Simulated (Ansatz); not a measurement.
This cell of LiF (rock salt) is off equilibrium:

```
CELL_PARAMETERS angstrom
      0.00000     2.06106     2.03358
      2.06106     0.00000     2.03358
      2.06106     2.06106     0.00000
ATOMIC_POSITIONS crystal
  F  0.00000 0.00000 0.00000
  Li 0.50000 0.50000 0.50000
```

Method: PBE (plane waves to 420 eV, PAW, scalar-relativistic; Ansatz, a first-principles code). k mesh 14×14×14 (Γ-centred), Fermi-Dirac smearing 0.05 eV. E stands for the smeared free energy. Stress and pressure are positive under compression. LiF was relaxed with its symmetry unable to fall.

**Question.** What is the stress tensor (GPa)?

**Answer.** 
```
  -1.88     0.00     0.00
   0.00    -1.88     0.00
   0.00     0.00    -1.18
```
The pressure, a third of the trace, is -1.65 GPa.

**Question.** It is the relaxed cell deformed to V/V₀ = 1.027, (c/a)/(c/a)₀ = 0.987, c along z, fractional positions held. What is its energy relative to the relaxed cell?

**Answer.** 1.4 meV/atom.

(A scan under strain: stresses follow from slopes of the energy per volume, elastic moduli from its curvatures.)
